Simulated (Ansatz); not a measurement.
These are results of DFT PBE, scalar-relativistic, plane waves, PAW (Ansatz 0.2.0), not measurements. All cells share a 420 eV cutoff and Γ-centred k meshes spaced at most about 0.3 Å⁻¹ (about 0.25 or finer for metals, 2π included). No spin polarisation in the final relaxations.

Temperature and zero-point effects are left out.

Two forms of Sn3H were relaxed alike.

1.

Space group Pm-3m (No. 221). a = 4.523 Å, b = 4.523 Å, c = 4.523 Å, α = 90.00°, β = 90.00°, γ = 90.00°
```tsv
atom	site	symmetry	x	y	z
Sn	3c	4/mm.m	0.0000	0.5000	0.5000
H	1a	m-3m	0.0000	0.0000	0.0000
```

2.

Space group Im-3m (No. 229). a = 5.939 Å, b = 5.939 Å, c = 5.939 Å, α = 90.00°, β = 90.00°, γ = 90.00°
```tsv
atom	site	symmetry	x	y	z
Sn	6b	4/mm.m	0.5000	0.0000	0.0000
H	2a	m-3m	0.0000	0.0000	0.0000
```

Question: Which form is favoured at zero pressure, and by what margin per atom?

Answer: Cell 1 is lower, by 50 meV/atom. Cell 1 has the Cu3Au (L1_2) type, space group Pm-3m (No. 221), 23.1 Å³/atom and no gap on its mesh; cell 2 has space group Im-3m (No. 229), 26.2 Å³/atom and no gap. Counting Sn atoms around H (those within 1.25 times the shortest such distance or 1.15 times the sum of covalent radii; the shortest distance is added where it is long for a bond), cell 1 has H 12 from 3.2 Å and cell 2 has H 6 from 3.0 Å. The denser one is the lower, and pressure would at first widen the difference. Even the lower one lies +0.51 eV/atom against the reference forms of the elements (uncorrected), so neither is stable at this level. In cell 1, Sn is surrounded by 4 H at 3.20 Å and 8 Sn at 3.20 Å; H is surrounded by 12 Sn at 3.20 Å (long contacts). In cell 2, around Sn lie 2 H at 2.97 Å and 4 Sn at 2.97 Å; around H lie 6 Sn at 2.97 Å (long contacts). Both come from invented guesses. A third cell relaxed alike, in P-6m2, lies 207 meV/atom below the lower of the two.

With hydrogen, zero-point motion can shift such differences by 10 meV/atom or more. A magnetic state wasn't ruled out in cells without spin, among them Pm-3m, Im-3m. Cells relaxed within their symmetry can be saddle points.
